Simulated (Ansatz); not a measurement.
# SrPt5: pressure against volume

SrPt5, P6/mmm, a = 5.402 Å, c = 4.349 Å. The structure is a COD entry; whether it is the stable form wasn't checked. Ansatz: PBEsol, PAW, 420 eV, Γ-centred 12×12×8 mesh on 6 atoms, Gaussian smearing 0.10 eV; no spin polarisation. Shape and atoms are relaxed at each volume; pressure is positive in compression.

| V (Å³/atom) | P (GPa) |
| --- | --- |
| 17.218 | 13.06 |
| 17.767 | ? |
| 18.317 | -0.02 |
| 18.866 | -4.93 |
| 19.416 | -8.98 |

Problem. Take V0 = 18.317 Å³/atom, count pressures from its P0 = -0.02 GPa, fit the third-order Birch–Murnaghan form to the other rows, and predict the missing pressure.

Solution. With the Eulerian strain f = ½[(V0/V)^(2/3) − 1] and y = (P − P0)/[3f(1 + 2f)^(5/2)], the form is the line y = B0 + 1.5 B0 (B0′ − 4) f. Rows (f, y): 0.02106, 186.7; -0.00975, 176.3; -0.01905, 172.8. Means f = -0.002580, y = 178.60; Σ(Δf)² = 0.0008815, ΣΔfΔy = 0.3035; the slope is their ratio. y = 179.5 + 344.3 f GPa, so B0 = 179.5 GPa and B0′ = 4 + 2 × (344.3)/(3 × 179.5) = 5.28. At V = 17.767, f = 0.01027, y = 183.04 and P = 5.91 GPa. The run gave 5.90 GPa, so the fit is 0.01 GPa too high, within twice the rms miss on the fitted rows (0.006 GPa).

Spin–orbit coupling is left out, which can shift energies with elements as heavy as these.